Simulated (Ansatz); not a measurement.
WO3:
```yaml
crystal:
  lattice:
    - [5.24918, 0.00000, 0.00000]
    - [0.00000, 5.24918, 0.00000]
    - [0.00000, 0.00000, 7.87004]
  atoms:
    - { symbol: W, position: [0.00000, 0.50000, 0.21702] }
    - { symbol: W, position: [0.50000, 0.00000, 0.28298] }
    - { symbol: W, position: [0.50000, 0.00000, 0.78298] }
    - { symbol: W, position: [0.00000, 0.50000, 0.71702] }
    - { symbol: O, position: [0.28988, 0.28988, 0.75000] }
    - { symbol: O, position: [0.21012, 0.78988, 0.75000] }
    - { symbol: O, position: [0.71012, 0.71012, 0.75000] }
    - { symbol: O, position: [0.78988, 0.21012, 0.75000] }
    - { symbol: O, position: [0.21012, 0.21012, 0.25000] }
    - { symbol: O, position: [0.28988, 0.71012, 0.25000] }
    - { symbol: O, position: [0.78988, 0.78988, 0.25000] }
    - { symbol: O, position: [0.71012, 0.28988, 0.25000] }
    - { symbol: O, position: [0.00000, 0.50000, 0.99410] }
    - { symbol: O, position: [0.50000, 0.00000, 0.50590] }
    - { symbol: O, position: [0.50000, 0.00000, 0.00590] }
    - { symbol: O, position: [0.00000, 0.50000, 0.49410] }
```

Relaxed with PBEsol.

Task: Give the Bader charges and basin volumes of the independent atoms, the program Ansatz at the PBEsol level (PAW).

Result: 

| atom | Bader charge (e) | Bader volume (Å³) |
|---|---|---|
| W1 | +3.04 | 9.3 |
| O5 | -1.04 | 14.2 |
| O13 | -0.96 | 15.1 |

Space group P4/ncc. The workflow started from a Materials Project entry (that database holds measured and hypothetical structures alike); the Crystallography Open Database files this formula in space group No. 130, but the cells were not matched. Whether it is the stable phase at ambient conditions was not checked. The cell was relaxed with PBEsol under the symmetry of its start; its stability against distortions is not shown here. No spin polarisation was allowed. No Hubbard U is applied. Spin–orbit coupling is left out wherever it is not named.

Potentials: the later of the program's two PAW sets.
